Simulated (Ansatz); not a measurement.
**Question.** Each is relaxed and computed with DFT-r²SCAN in the program Ansatz with PAW potentials. Which is the only metal?
A. TiCuGe, Pnma (Ti on 4c, Cu on 4c, Ge on 4c)
B. TiNi4GeO8, F-43m (Pearson symbol cF56)
C. K2NaCuF6, Fm-3m (K on 8c, Na on 4b, Cu on 4a, F on 24e)
D. Y2TiO5, Pnma (Pearson symbol oP32)

**Answer.** A, TiCuGe, Pnma (Ti on 4c, Cu on 4c, Ge on 4c). TiCuGe: metal; TiNi4GeO8: gap 2.07 eV (indirect); Y2TiO5: gap 3.86 eV (indirect); K2NaCuF6: gap 2.03 eV. Spin orders computed, not proven ground states: TiNi4GeO8, F-43m (Pearson symbol cF56) ferromagnetic; K2NaCuF6, Fm-3m (K on 8c, Na on 4b, Cu on 4a, F on 24e) ferromagnetic. Standing as an ambient phase not checked: TiCuGe, Pnma (Ti on 4c, Cu on 4c, Ge on 4c); TiNi4GeO8, F-43m (Pearson symbol cF56); Y2TiO5, Pnma (Pearson symbol oP32); K2NaCuF6, Fm-3m (K on 8c, Na on 4b, Cu on 4a, F on 24e). All cells were relaxed under the symmetry of their starts (and spin orders); stability against distortions was not tested throughout. Rows with no word on spin ran without spin polarisation. No Hubbard U is applied. Spin–orbit coupling is left out wherever it is not named.

Potentials: the later of the program's two PAW sets.
